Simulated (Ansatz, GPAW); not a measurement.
Given: the input of a run of GPAW 26.7.0 (ASE script) on CsNiN. The cell comes from a database or a generator and needn't be the stable form of this composition.

The input run.py:

```python
from ase import Atoms
from ase.dft.bandgap import bandgap
from ase.io import write
from ase.units import GPa
from gpaw import GPAW, PW

atoms = Atoms(['Cs', 'Ni', 'N'],
              cell=[[5.5369659567, 0.0, 0.0],
                    [-2.7684829784, 4.7951531784, 0.0],
                    [0.0, 0.0, 3.446657]],
              scaled_positions=[[0.6666666667, 0.3333333333, 0.5],
                                [0.3333333333, 0.6666666667, 0.0],
                                [0.3333333333, 0.6666666667, 0.5]],
              pbc=True)
atoms.set_initial_magnetic_moments([0.0, 1.0, 0.0])

calc = GPAW(mode=PW(800),
            xc='PBE',
            kpts={'size': (6, 6, 8), 'gamma': True},
            occupations={'name': 'fermi-dirac', 'width': 0.05},
            nbands=28,
            convergence={'density': 1e-05, 'energy': 1e-05},
            maxiter=150,
            txt='gpaw.txt')
atoms.calc = calc
energy = atoms.get_potential_energy()
forces = atoms.get_forces()
stress = atoms.get_stress()
calc.write('gs.gpw')
write('result.traj', atoms)
print(f'Energy: {energy:.6f} eV')
print('Forces (eV/A):')
print(forces.round(4))
print('Stress (GPa):', (stress / GPa).round(3))
print('Moments:', calc.get_magnetic_moments().round(3))
print('Fermi level:', round(calc.get_fermi_level(), 4), 'eV')
print(f'Gap: {bandgap(calc)[0]:.4f} eV, direct: {bandgap(calc, direct=True)[0]:.4f} eV')
```

Potentials or basis: GPAW PAW data sets (gpaw-data 1.2.1), pw.

Launch:

```bash
$ OMP_NUM_THREADS=1 python run.py
```

Q: Set up the same calculation for Ansatz 0.2.0. Potentials or basis there: Ansatz PAW, cutoff 420 eV.

A: As run (cutoffs and basis follow the program's own potentials, and thresholds, step limits or extra output files can differ):

Contents of input.yaml:

```yaml
crystal:
  lattice:
    - [5.5369659567, 0.0, 0.0]
    - [-2.7684829784, 4.7951531784, 0.0]
    - [0.0, 0.0, 3.446657]
  atoms:
    - { symbol: Cs, position: [0.6666666667, 0.3333333333, 0.5] }
    - { symbol: Ni, position: [0.3333333333, 0.6666666667, 0.0], spin: 1.0 }
    - { symbol: "N", position: [0.3333333333, 0.6666666667, 0.5] }
hamiltonian:
  xc: pbe
  pseudopotentials: { kind: paw }
magnetization:
  spin_polarized: true
kpoints:
  mp_grid: { grid: [6, 6, 8] }
scf:
  occupations: { method: fermi_dirac, width: 0.05 }
output:
  forces: true
  stress: true
  eigenvalues: true
  write_density: true
  write_potential: true
  elf: true
  volumetric_format: npy
```

Potentials or basis: Ansatz PAW.

Launch:

```bash
$ ansatz run input.yaml --threads 2 --pin off --max-ram 5120MiB --backend cpu --events-out ev --progress --plain --runs-dir out
```

Both were run:

|  | GPAW | Ansatz |
| --- | --- | --- |
| Pressure | 0.4 GPa | 0.1 GPa |
| Net moment | 0.41 μB per cell | 0.40 μB per cell |

Ansatz's pressure holds a Pulay term of +0.11 GPa for its cutoff of 420 eV, which the other run lacks.

The potentials hold 30 and 32 valence electrons a cell.

Where Ansatz's input types no cutoff or centring, it takes its own default and a Γ-centred mesh.

The magnetic state is the one that the start led to; the real crystal's order can differ.

Pressure is positive in compression.
